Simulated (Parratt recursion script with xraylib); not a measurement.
## X-ray reflectivity, Kiessig fringes on Si: a table of runs and one to predict

Model: specular X-ray reflectivity, Parratt recursion, Névot-Croce roughness, xraylib tables. Program: Parratt recursion script with xraylib 4.3.0.

Photon energy 10 keV (λ = 1.2398 Å), s polarisation. The grazing angle θ is scanned from 0.05° to 3.22° in 900 evenly spaced points, and the curve is smoothed with a Gaussian of 0.004° full width. A minimum is a scan point below both neighbours, placed by a parabola through ln R at the three points.

Each run is one film on Si (density 2.313 g/cm³, δ = 4.853 × 10⁻⁶, rms roughness 2.4 Å) under vacuum. The film surface has an rms roughness of 5.4 Å in all runs. The refractive index is n = 1 − δ + iβ. The table lists all minima between 0.5 and 2.45°.

```
run  film  thickness d (Å)  density (g/cm³)  δ (10⁻⁶)  β (10⁻⁶)      minima at θ (°)
---  ----  ---------------  ---------------  --------  --------  -------------------
A      Ag               50            8.808     15.92     1.036  0.785, 1.458, 2.179
B      Ag               50           10.363         ?         ?                    ?
```

Densities are inputs, not measurements. They were set from computed cells of the Materials Project: Ag from entry mp-124 (Fm-3m, 10.363 g/cm³, taken at 85 and 100 %); Si from entry mp-149 (Fd-3m, 2.313 g/cm³). A layer's crystal structure does not enter its constants, only its composition and density.

Question: How many minima does run B have between 0.5 and 2.45°, and where? Estimate its δ first.

Answer: Inside a film the fringe order is m = (2d/λ)(sin²θ − 2δ)^½, with the film's own δ. Where the film's δ lies above the substrate's, its two faces reflect with opposite signs, and minima are expected at whole m.

- Run A, δ above the substrate's: the minima give m = 1.01, 2.00, 3.03.

At fixed composition δ is proportional to density: 15.92 × 10.363/8.808 = 18.73, in the table's units (the run used 18.73). In run B the film's δ lies above the substrate's, so take whole m. The window runs from m = 0.50 to 3.41 and holds m = 1, 2, 3. Then sin²θ = 2δ + (mλ/2d)² gives θ = 0.792, 1.464, 2.160°.

The run has 3 minima, at 0.795, 1.465, 2.187°. The largest distance from one of them to an estimated minimum is 0.027°, against a mean spacing of 0.696°.
